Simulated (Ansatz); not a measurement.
A trial structure of VIrC₆N₆ was built thus: cyanide-bridged rock-salt net of two metals, 0 guest cations a cell (Fm-3m, No. 225). The dimensions are guesses.

```cif
data_structure
_symmetry_space_group_name_H-M 'P 1'
_symmetry_Int_Tables_number 1
_cell_length_a 7.2047
_cell_length_b 7.2047
_cell_length_c 7.2047
_cell_angle_alpha 60.000
_cell_angle_beta 60.000
_cell_angle_gamma 60.000
_cell_volume 264.44
loop_
_atom_site_label
_atom_site_type_symbol
_atom_site_fract_x
_atom_site_fract_y
_atom_site_fract_z
_atom_site_occupancy
V1 V 0.50000 0.50000 0.50000 1
Ir1 Ir 0.00000 0.00000 0.00000 1
C1 C 0.81186 0.18814 0.18814 1
C2 C 0.18814 0.81186 0.18814 1
C3 C 0.18814 0.18814 0.81186 1
C4 C 0.18814 0.81186 0.81186 1
C5 C 0.81186 0.18814 0.81186 1
C6 C 0.81186 0.81186 0.18814 1
N1 N 0.69703 0.30297 0.30297 1
N2 N 0.30297 0.69703 0.30297 1
N3 N 0.30297 0.30297 0.69703 1
N4 N 0.30297 0.69703 0.69703 1
N5 N 0.69703 0.30297 0.69703 1
N6 N 0.69703 0.69703 0.30297 1
```

These are results of DFT PBE, scalar-relativistic, plane waves, PAW (Ansatz), not measurements. Cutoff 420 eV, Gaussian smearing, Γ-centred meshes. Cell and atoms relax first on a coarse mesh and then on a finer one. In between, the cell is made exact in the group found at 0.06 Å. In metals the finer mesh still leaves noise of several meV/atom or more. The steps can't lower the symmetry of their start, moments included. Collinear spin, starting moments 2 -1 0 0 0 0 0 0 0 0 0 0 0 0 μB in the order of the atoms.

A guess keeps its type if space group and coordination stay and the shape of the cell changes little (axis ratios within about 15 %, angles within 6°); the volume may change.

Question: Does this structure survive the relaxation?

Answer: It keeps its type. The symmetry stays Fm-3m (No. 225). The volume per atom grows by 6.8 %, from 18.9 to 20.2 Å³. The shortest distance stays 1.17 Å (C–N). Counting neighbours within 15 % of an atom's shortest distance, the start has C 1, Ir 6, N 1, V 6 and the end C 1, Ir 6, N 1, V 6.

The last run used collinear spin, a 6×6×6 mesh for its 14-atom cell and Gaussian smearing of 0.10 eV. Spin–orbit coupling, which can matter for Ir, is left out. The magnetic state reached may not be the lowest. A structure relaxed within its symmetry needn't be a true minimum.
